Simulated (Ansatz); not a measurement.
Before relaxation, 1 HCN a cell, flat, over a bridge C-W site (WC, P-6m2 (No. 187), (1 0 1) face):

```
CELL_PARAMETERS angstrom
5.80381 0.00000 0.00000
-2.90191 7.57358 0.00000
0.00000 0.00000 23.95306
ATOMIC_POSITIONS crystal
W 0.86011 0.72022 0.33399
W 0.86011 0.22022 0.33399
W 0.36011 0.72022 0.33399
W 0.36011 0.22022 0.33399
C 0.00346 0.00692 0.34707
C 0.00346 0.50692 0.34707
C 0.50346 0.00692 0.34707
C 0.50346 0.50692 0.34707
W 0.72022 0.44044 0.41247
W 0.72022 0.94044 0.41247
W 0.22022 0.44044 0.41247
W 0.22022 0.94044 0.41247
C 0.86357 0.72714 0.42555
C 0.86357 0.22714 0.42555
C 0.36357 0.72714 0.42555
C 0.36357 0.22714 0.42555
W 0.58073 0.16090 0.49179
W 0.58073 0.66090 0.49179
W 0.08073 0.16090 0.49179
W 0.08073 0.66090 0.49179
C 0.72314 0.44549 0.50382
C 0.72314 0.94549 0.50382
C 0.22314 0.44549 0.50382
C 0.22314 0.94549 0.50382
W 0.43814 0.87597 0.56913
W 0.43814 0.37597 0.56913
W 0.93814 0.87597 0.56913
W 0.93814 0.37597 0.56913
C 0.59078 0.18062 0.58108
C 0.59078 0.68062 0.58108
C 0.09078 0.18062 0.58108
C 0.09078 0.68062 0.58108
C 0.01446 0.02830 0.69297
N 0.87499 0.88455 0.69297
H 0.14202 0.15977 0.69297
```

All numbers below come from DFT PBE+D3(BJ), scalar-relativistic, plane waves, PAW (Ansatz 0.2.0). Settings: cutoff 420 eV, Γ-centred mesh 4×3×1 on the computed 35-atom cell, Gaussian smearing of 0.10 eV; no spin polarisation. A dipole correction removes the field between periodic images along c.

Atoms 1, 2, 3, 4, 5, 6, 7, 8, 9, 10, 11, 12, 13, 14, 15, 16 (counted from 1) are held. The cell is fixed. Force threshold 0.04 eV/Å.

```
step E − E_final (eV) largest force (eV/Å)
   1             2.453                 0.616
   2             2.367                 0.280
   3             2.295                 0.739
   4             2.211                 0.632
   5             2.159                 0.464
   6             2.106                 0.668
   7             2.069                 0.507
   8             1.944                 0.828
   9             1.698                 0.997
  10             1.293                 1.047
  11             1.366                 4.485
  12             1.121                 0.893
  13             1.043                 0.412
  14             1.024                 0.557
  15             1.017                 0.257
  16             1.015                 0.326
  17             1.011                 0.479
  18             0.993                 0.376
  19             0.935                 0.563
  20             0.780                 0.834
  21             0.548                 0.756
  22             0.235                 1.438
  23             0.117                 1.016
  24             0.099                 0.917
  25             0.011                 0.286
  26             0.002                 0.110
  27             0.000                 0.026
```

Q: What is the final structure?

A:
```xyz
35
Lattice="5.8038 0.0000 0.0000 -2.9019 7.5736 0.0000 0.0000 0.0000 23.9531" Properties=species:S:1:pos:R:3 pbc="T T T"
W     2.9019    5.4546    8.0000
W     4.3529    1.6678    8.0000
W     0.0000    5.4546    8.0000
W     1.4510    1.6678    8.0000
C     0.0000    0.0524    8.3133
C    -1.4510    3.8392    8.3133
C     2.9019    0.0524    8.3133
C     1.4510    3.8392    8.3133
W     2.9019    3.3357    9.8799
W     1.4510    7.1225    9.8799
W     0.0000    3.3357    9.8799
W    -1.4510    7.1225    9.8799
C     2.9019    5.5071   10.1932
C     4.3529    1.7203   10.1932
C     0.0000    5.5071   10.1932
C     1.4510    1.7203   10.1932
W     2.9057    1.2129   11.7894
W     1.4387    5.0082   11.7478
W     0.0142    1.2044   11.7956
W    -1.4517    5.0058   11.7475
C     2.9025    3.3786   12.0285
C     1.4389    7.1609   12.1220
C     0.0190    3.3643   12.0540
C    -1.4458    7.1585   12.0735
W    -0.0642    6.6457   13.6974
W     1.5114    2.9502   13.6221
W     2.8743    6.5426   13.6601
W     4.3656    2.9145   13.6066
C     2.9439    1.4693   13.9178
C     1.4190    5.1134   13.9110
C     0.0583    1.4549   14.0113
C    -1.4991    4.9840   13.8496
C    -2.4221    8.2068   15.1565
N    -1.4652    7.2665   15.0403
H    -2.8714    8.3847   16.1403
```

The end is the local minimum or symmetric point that this start leads to. The slab is only 6.0 Å thick, so the energy isn't converged with thickness.

Spin–orbit coupling is left out, which can shift energies with elements as heavy as these.

Cost: 1 run of about 63 core-minutes, on Intel Xeon Platinum 8375C (Ice Lake) (shared hosts).